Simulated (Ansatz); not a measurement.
Given:

LaFeGe3:
```xyz
5
Lattice="-2.1505 2.1505 4.9391 2.1505 -2.1505 4.9391 2.1505 2.1505 -4.9391" Properties=species:S:1:pos:R:3 pbc="T T T"
La     0.0000     0.0000     9.8685
Fe     0.0000     0.0000     6.5635
Ge     0.0000     0.0000     4.3133
Ge     0.0000     2.1505     2.5203
Ge     2.1505     0.0000     2.5203
```

This is the PBEsol-relaxed structure.

Question: All from PBEsol in the plane-wave PAW code Ansatz, unless another level is named. Estimate the electronic character.

Answer: metallic (no gap).

Question: Predict the density of states at the Fermi level.

Answer: 0.49 states/eV per atom (mean over ±0.08 eV).

Question: What about the formation energy from the elements (no fitted shifts)?

Answer: -607 meV/atom.

Space group I4mm. The workflow started from an entry of the Crystallography Open Database (COD, 295 K). Whether it is the stable phase at ambient conditions was not checked. The PBEsol relaxation kept the symmetry of its start; whether a distortion lowers the energy is not shown. The workflow began spin-polarised and lost its moments. The cell computed holds one magnetic atom, so no antiferromagnetic order was within reach. The references are the lowest solids computed at this level, not always the standard phases. Scalar-relativistic: spin–orbit coupling is off unless named, which matters more the heavier the elements.

Potentials: the later of the program's two PAW sets.
